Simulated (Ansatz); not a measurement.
Consider the following.

BaTiS$_{3}$:
```xyz
30
Lattice="11.7782 0.0000 0.0000 -5.8891 10.2002 0.0000 0.0000 0.0000 5.9292" Properties=species:S:1:pos:R:3 pbc="T T T"
Ba     7.8287     0.0000     1.7236
Ba     3.9143     6.7799     4.6882
Ba    -3.9143     6.7799     1.7236
Ba     3.9495     0.0000     4.6882
Ba     1.9748     3.4204     1.7236
Ba    -1.9748     3.4204     4.6882
Ti     0.0000     6.8001     3.7636
Ti     5.8891     3.4001     0.7991
Ti     5.8891     3.4001     3.7636
Ti     0.0000     6.8001     0.7991
Ti     0.0000     0.0000     5.4681
Ti     0.0000     0.0000     2.5035
S     -4.9175     8.5173     4.1811
S      1.9433     0.0000     1.2166
S      0.9716     1.6829     4.1811
S     -0.9716     1.6829     1.2166
S      9.8349     0.0000     4.1811
S      4.9175     8.5173     1.2166
S     -1.9475     6.8408     5.0384
S      4.8801     1.7338     2.0738
S      0.9385     5.0932     5.0384
S      7.8366     3.3594     2.0738
S      1.0090     8.4664     5.0384
S      4.9506     5.1070     2.0738
S      6.8981     1.7338     5.0384
S     -0.9385     5.0932     2.0738
S      3.9416     3.3594     5.0384
S     -1.0090     8.4664     2.0738
S      6.8276     5.1070     5.0384
S      1.9475     6.8408     2.0738
```

This is the PBE-relaxed structure.

Q: All from plane-wave PAW PBE (Ansatz code), unless another level is named. Predict the conduction-band minimum.

A: at Γ.

Q: Predict the valence-band maximum.

A: on the K–Γ line, 94 % of the way from K.

Q: Give the weight of the valence-edge state by species (Voronoi cells).

A: S 95 %, Ba 4 %.

Q: Give the weight of the conduction-edge state by species (Voronoi cells).

A: S 53 %, Ti 44 %, Ba 3 %.

Space group P6_3cm. The start of the workflow was typed in or built on a structure type; neither database checked (COD, Materials Project) lists it. COD files the formula under space group No. 194, so this cell is another polymorph or a model. Its standing as an ambient phase is unchecked. Symmetry was held in the PBE relaxation; its stability against distortions is not shown here. The workflow began spin-polarised and lost its moments. Scalar-relativistic: spin–orbit coupling is off unless named, which matters more the heavier the elements.

Potentials: the later of the program's two PAW sets.
